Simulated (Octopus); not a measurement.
WS2 (P63/mmc, No. 194):
```
CELL_PARAMETERS angstrom
      3.18422     0.00000     0.00000
     -1.59211     2.75762     0.00000
      0.00000     0.00000    12.97828
ATOMIC_POSITIONS crystal
  W  0.33333 0.66667 0.25000
  W  0.66667 0.33333 0.75000
  S  0.33333 0.66667 0.62980
  S  0.66667 0.33333 0.37020
  S  0.66667 0.33333 0.12980
  S  0.33333 0.66667 0.87020
```
The cell is a database entry, not relaxed again. Its spacing of the layers comes from a density-functional relaxation and may be several per cent too wide, which shifts gaps by tenths of an eV.

All numbers are Octopus results at the level LDA (grid spacing about 0.17 Å, Γ-centred 12×12×2 k-mesh, no spin polarisation; PseudoDojo 0.4 LDA potentials), not measurements. Spin-orbit coupling is left out.

On this mesh LDA separates the highest filled and lowest empty band by 1.15 eV, with a smallest direct gap of 1.72 eV.

Q: What does PBEsol give on the same cell and mesh, with PseudoDojo 0.4 PBEsol potentials?

A: 1.19 eV, smallest direct 1.73 eV.
